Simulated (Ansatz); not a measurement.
Property card for SiGeO3

SiGeO₃:
```cif
data_GeO3Si
_chemical_formula_sum 'Si1 Ge1 O3'
_space_group_name_H-M_alt 'P4mm'
_space_group_IT_number 99
_space_group_name_Hall 'P 4 -2'
_cell_length_a 3.40851
_cell_length_b 3.40851
_cell_length_c 4.40364
_cell_angle_alpha 90.000
_cell_angle_beta 90.000
_cell_angle_gamma 90.000
loop_
_atom_site_label
_atom_site_type_symbol
_atom_site_symmetry_multiplicity
_atom_site_Wyckoff_symbol
_atom_site_fract_x
_atom_site_fract_y
_atom_site_fract_z
_atom_site_occupancy
Si1 Si 1 b 0.50000 0.50000 0.60397 1
Ge1 Ge 1 a 0.00000 0.00000 0.15274 1
O1 O 2 c 0.00000 0.50000 0.48266 1
O2 O 1 b 0.50000 0.50000 0.96816 1
```

Space group P4mm (No. 99); conventional cell a = b = 3.409 Å, c = 4.404 Å, α = β = γ = 90.00°.

Method: r²SCAN+D4 in the plane-wave PAW code Ansatz. The cell and atoms are relaxed at this level. Other levels are named where they apply.

Cell and energy:

```yaml
volume_per_atom: 10.23 Å³
density: 4.83 g/cm³
Formation energy from the elements (no fitted shifts): -184 kJ/mol of atoms
```

Electronic structure:

```yaml
band_gap: 2.26 eV (indirect)
valence_band_maximum: at X
conduction_band_minimum: at Z
smallest_direct_gap_on_the_standard_path: 2.92 eV
electron_effective_mass: 0.35, 0.48, 0.48 mₑ (principal values)
Electron effective mass with spin–orbit coupling: 0.35, 0.48, 0.48 mₑ (principal values)
hole_effective_mass: 0.30, 0.50, 1.8 mₑ (principal values)
Hole effective mass with spin–orbit coupling: 0.30, 0.50, 1.8 mₑ (principal values)
HSE06 gap on the r²SCAN+D4 cell: 2.90 eV
Gap with spin–orbit coupling: 2.26 eV
```

Charges:

```yaml
bader_charges: Si +3.32, Ge +1.39, O -1.58 to -1.55 e
```

The start of the workflow was typed in or built on a structure type; neither database checked (COD, Materials Project) lists it. Its standing as an ambient phase is unchecked. Symmetry was held in the r²SCAN+D4 relaxation; its stability against distortions is not shown here. The references are the lowest solids computed at this level, not always the standard phases (solids in place of the gases). Spin–orbit coupling is left out wherever it is not named.

Potentials: the later of the program's two PAW sets.
